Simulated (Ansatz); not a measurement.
Below is a relaxed structure of Lu3F2. The cell was found from a structure generator's guess, not taken from experiment.

Computed with Ansatz 0.2.0, DFT PBE, scalar-relativistic, plane waves, PAW. Cutoff 420 eV, Γ-centred mesh, Gaussian smearing, no spin polarisation.

```
Lu F
1.0
     4.86053    0.00000    0.00000
     0.00000    4.86053    0.00000
     0.00000    0.00000    4.86053
Lu F
3 2
Direct
  0.50000 0.00000 0.00000
  0.00000 0.50000 0.00000
  0.00000 0.00000 0.50000
  0.00000 0.00000 0.00000
  0.50000 0.50000 0.50000
```

The zero of energy is the elements' standard structures at the same level (F₂ as a molecule); no fitted shifts are applied.

Task: Find its symmetry and describe it.

Result: Pm-3m (No. 221). Conventional cell: a = 4.861 Å. Around Lu lie 2 F at 2.43 Å, 4 F at 3.44 Å and 8 Lu at 3.44 Å; F on its first site has 6 Lu at 2.43 Å; F on its second site is surrounded by 12 Lu at 3.44 Å (long contacts).

Task: How far does it lie from the elements in energy?

Result: −0.71 eV/atom.

Task: Is it a metal?

Result: Yes, bands cross the Fermi level on the 8×8×8 mesh.

The last run used an 8×8×8 mesh for its 5-atom cell and Gaussian smearing of 0.10 eV. An odd number of electrons in the primitive cell allows no gap without spin; a larger cell or a magnetic state could open one. The cell is a metal run without spin; a magnetic state may lie lower. Symmetry constrained the relaxation, so the result can be a saddle point. Another cell of Lu3F2 relaxed alike, in P-6m2, lies 0.73 eV/atom lower, so this cell isn't the stable form at this level.
